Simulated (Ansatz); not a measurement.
## InPt3: stiffness from a series of strains

```yaml
crystal:
  lattice:
    - [3.98800, 0.00000, 0.00000]
    - [0.00000, 3.98800, 0.00000]
    - [0.00000, 0.00000, 3.98800]
  atoms:
    - { symbol: In, position: [0.00000, 0.00000, 0.00000] }
    - { symbol: Pt, position: [0.50000, 0.50000, 0.00000] }
    - { symbol: Pt, position: [0.00000, 0.50000, 0.50000] }
    - { symbol: Pt, position: [0.50000, 0.00000, 0.50000] }
```

Atoms are numbered in the order listed.

The cell is COD entry 9009698, as deposited and not checked against the literature; nothing was relaxed.

Spin polarisation is left out, and whether a magnetic state lies lower isn't shown here.

No spin–orbit coupling, which matters for the heavy atoms here.

Method: DFT, PBEsol, all-electron LAPW, scalar-relativistic (Ansatz 0.2.0).

Numerical set-up: a Γ-centred 10×10×10 k mesh, Fermi–Dirac smearing of 0.05 eV, basis error target 0.5 meV/atom, no spin polarisation.

The strain is applied along the Cartesian axes of the cell as listed (the other components stay zero). Fractional coordinates are held (clamped ions).

σ is the change of stress from the unstrained cell, which is at 0.84 GPa; tension is positive, so slopes are stress–strain coefficients at that pressure. In a metal the k mesh adds noise.

Only quantities that a quadratic follows smoothly over the whole series are listed; rougher ones are left out.

```csv
εzz,σzz (GPa),σxx (GPa)
-0.0200,-6.65,-4.19
0.0000,0.00,0.00
0.0100,3.05,1.84
0.0200,5.88,3.55
```

Task: Fit the series and read off the stiffness at zero strain.

Result: Least-squares fits y = p0 + p1 x + p2 x² to the rows give σzz (GPa): p1 = 313, p2 = -980; σxx (GPa): p1 = 193, p2 = -790. So C11 = 313 GPa and C12 = 193 GPa, which gives B = (C11 + 2 C12)/3 = 233 GPa.

Task: One run, at εzz = -0.0100, is withheld. Predict its row.

Result: The fits give -3.22, -2.02; the run gave -3.24, -2.00.
